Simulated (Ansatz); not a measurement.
CaScO₂F:
Space group P4/mmm (No. 123); a = b = 4.0760 Å, c = 3.9752 Å, α = β = γ = 90.00°

```tsv
atom	site	symmetry	x	y	z
Ca	1d	4/mmm	0.5000	0.5000	0.5000
Sc	1a	4/mmm	0.0000	0.0000	0.0000
O	2f	mmm.	0.0000	0.5000	0.0000
F	1b	4/mmm	0.0000	0.0000	0.5000
```

Relaxed with r²SCAN.

Tabulate the valence density and the electron localisation function along the shortest Sc–F contact (1.99 Å), r²SCAN (plane waves, PAW; program Ansatz).



```csv
distance from Sc (Å),density (e/Å³),ELF
0.20,8.21,0.13
0.30,7.38,0.32
0.40,6.17,0.54
0.50,4.69,0.68
0.60,3.21,0.73
0.70,1.98,0.66
0.80,1.13,0.46
0.89,0.69,0.22
0.99,0.54,0.10
1.09,0.60,0.21
1.19,0.84,0.49
1.29,1.32,0.72
1.39,2.22,0.81
1.49,3.78,0.80
1.59,6.12,0.77
1.69,9.02,0.69
1.79,11.89,0.58
```

The density is the valence pseudo-density with augmentation charge, so density and ELF within about 1 Å of a nucleus are not all-electron values.

The start of the workflow was typed in or built on a structure type; neither database checked (COD, Materials Project) lists it. Its standing as an ambient phase is unchecked. The cell was relaxed with r²SCAN under the symmetry of its start; its stability against distortions is not shown here. No spin polarisation was allowed.

Potentials: the earlier of the program's two PAW sets. The files were generated under PBE; for other functionals the program regenerates the frozen cores, and for LDA and PBEsol the local potential too.
